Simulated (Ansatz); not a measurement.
The start is a generated cell, Hf built in the beta-Sn structure type. The structure is fully relaxed (lattice and positions, P = 0) with PBEsol (plane waves to 420 eV, PAW, scalar-relativistic; Ansatz, an electronic-structure program). First-step values are on the input's coarse k-mesh.

Ansatz input (later rounds restart from its end on a renewed k-mesh):
Ansatz 0.2 input:
```yaml
crystal:
  lattice:
    - [-2.784908, 2.784908, 1.519479]
    - [2.784908, -2.784908, 1.519479]
    - [2.784908, 2.784908, -1.519479]
  atoms:
    - { symbol: Hf, position: [0.75, 0.25, 0.5] }
    - { symbol: Hf, position: [0, 0, 0] }
basis: { ecutwfc: 420, ecutrho_ratio: 4, xc_grid: 2, fft_grid_basis: typed }
kpoints: { mp_grid: { grid: [12, 12, 12] } }
hamiltonian:
  xc: pbesol
  dispersion: none
  pseudopotentials: { azcp: { folder: ./paw }, kind: paw }
scf: { occupations: { method: fermi_dirac, width: 0.05 } }
relax: { f_tol: 0.01, max_steps: 100, cell: { stress_tol: 0.02 } }
output: { forces: true, stress: true }
```

By how much does the energy per atom fall from start to end?

0.02 eV/atom.

How does the volume change?

-5.8 %, from 23.57 to 22.20 Å³/atom.

How do the shortest distances between atoms change?

The closest pairs of elements (up to four, under 3.6 Å), start → end: Hf–Hf 2.89 → 2.83 Å.

What does it relax into? Give the structure.


```cif
data_Hf4
_chemical_formula_sum 'Hf4'
_space_group_name_H-M_alt 'I41/amd :1'
_space_group_IT_number 141
_space_group_name_Hall 'I 4bw 2bw -1bw'
_cell_length_a 5.47116
_cell_length_b 5.47116
_cell_length_c 2.96663
_cell_angle_alpha 90.000
_cell_angle_beta 90.000
_cell_angle_gamma 90.000
loop_
_atom_site_label
_atom_site_type_symbol
_atom_site_symmetry_multiplicity
_atom_site_Wyckoff_symbol
_atom_site_fract_x
_atom_site_fract_y
_atom_site_fract_z
_atom_site_occupancy
Hf1 Hf 4 a 0.00000 0.00000 0.00000 1
```
(The calculation used a cell of 2 atoms; values per cell refer to that cell.)

The space group stays I4₁/amd (No. 141) (the run could not lower it); the end is AFLOW prototype A_tI4_141_a (A5, as in Sn), with 2 atoms in the primitive cell. Final values are on a 18×18×18 k-mesh of the relaxed cell. No spin polarisation in the result.

The run could not lower the symmetry of its start; a shaken copy of this end point relaxes with PBEsol to Fm-3m (No. 225), 0.58 eV/atom lower.

The relaxed structure here is a generated cell of Hf: the first start was made by placing the elements on the sites of a structure type, and the end was not matched to a known phase here, so it may be hypothetical. Known forms of Hf include space group No. 194.
